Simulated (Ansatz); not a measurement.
**WSi₂**

The computed numbers are results of r²SCAN, scalar-relativistic (no spin polarisation) in the plane-wave PAW code Ansatz at 500 eV, Γ-centred 14×14×14 mesh, 0.05 eV Gaussian smearing. The datasets are Ansatz's generated set soft_2.

Space group I4/mmm (No. 139). a = 3.212 Å, b = 3.212 Å, c = 7.804 Å, α = 90.00°, β = 90.00°, γ = 90.00°
| atom | site | symmetry | x | y | z |
| --- | --- | --- | --- | --- | --- |
| Si | 4e | 4mm | 0.0000 | 0.0000 | 0.3348 |
| W | 2a | 4/mmm | 0.0000 | 0.0000 | 0.0000 |

The chain of runs began from a cell as deposited in COD, expanded in volume.

Which orbitals carry the states at the Fermi level, and how many states are there?

Within 0.1 eV of it: W 5d 68 %, Si 3p 31 % (shares among the projected shells). The density of states at the Fermi level is about 0.19 states/eV per cell, averaged over 0.3 eV.

Density of states (tetrahedra, averaged over 0.3 eV; states/eV per cell of 3 atoms; energy in eV from the Fermi level; projections on Löwdin-orthogonalised atomic orbitals, summed over sites):

```csv
E,total,W 5d,Si 3p,Si 3s,W 6s,W 5p
-7.60,0.63,0.16,0.30,0.12,0.03,0.00
-7.30,0.63,0.16,0.33,0.09,0.04,0.00
-7.00,1.02,0.26,0.62,0.08,0.05,0.01
-6.70,1.21,0.29,0.78,0.06,0.05,0.01
-6.40,1.04,0.24,0.68,0.06,0.04,0.01
-6.10,0.97,0.26,0.58,0.07,0.04,0.01
-5.80,0.90,0.25,0.52,0.08,0.03,0.01
-5.50,0.60,0.16,0.29,0.11,0.02,0.00
-5.20,0.83,0.25,0.40,0.12,0.04,0.01
-4.90,0.99,0.34,0.42,0.14,0.06,0.01
-4.60,1.42,0.56,0.54,0.18,0.09,0.01
-4.30,1.33,0.58,0.48,0.16,0.07,0.01
-4.00,1.17,0.55,0.41,0.13,0.05,0.01
-3.70,1.48,0.68,0.53,0.16,0.05,0.01
-3.40,1.81,0.94,0.61,0.16,0.04,0.01
-3.10,2.60,1.42,0.93,0.14,0.03,0.02
-2.80,4.44,2.48,1.63,0.16,0.02,0.03
-2.50,4.20,2.11,1.76,0.13,0.02,0.04
-2.20,1.75,0.91,0.69,0.07,0.01,0.01
-1.90,1.22,0.69,0.44,0.05,0.00,0.01
-1.60,0.94,0.61,0.26,0.04,0.00,0.00
-1.30,0.81,0.56,0.19,0.03,0.00,0.00
-1.00,0.75,0.56,0.14,0.02,0.00,0.00
-0.70,0.78,0.64,0.09,0.01,0.00,0.00
-0.40,0.66,0.56,0.07,0.00,0.00,0.00
-0.10,0.20,0.14,0.06,0.00,0.00,0.00
0.20,0.20,0.13,0.06,0.00,0.00,0.00
0.50,0.38,0.20,0.10,0.06,0.00,0.00
0.80,0.63,0.30,0.18,0.12,0.01,0.00
1.10,0.79,0.39,0.24,0.11,0.01,0.00
1.40,0.93,0.44,0.29,0.13,0.01,0.00
1.70,1.25,0.58,0.37,0.18,0.03,0.00
2.00,1.64,0.73,0.43,0.23,0.10,0.00
2.30,1.74,0.82,0.45,0.23,0.08,0.00
2.60,2.39,1.10,0.60,0.37,0.10,0.00
2.90,2.60,1.25,0.63,0.38,0.14,0.00
3.20,1.94,0.83,0.46,0.25,0.21,0.00
3.50,1.83,0.76,0.37,0.20,0.24,0.00
3.80,1.57,0.49,0.39,0.20,0.20,0.00
4.10,1.52,0.47,0.42,0.21,0.13,0.00
4.40,1.81,0.59,0.52,0.22,0.13,0.00
4.70,2.39,0.71,0.71,0.30,0.19,0.00
5.00,2.09,0.54,0.75,0.26,0.16,0.00
5.30,1.43,0.31,0.57,0.14,0.09,0.00
5.60,1.39,0.30,0.53,0.13,0.08,0.00
5.90,1.53,0.32,0.59,0.15,0.08,0.00
```

Spin–orbit coupling, which matters for such heavy elements, is left out.
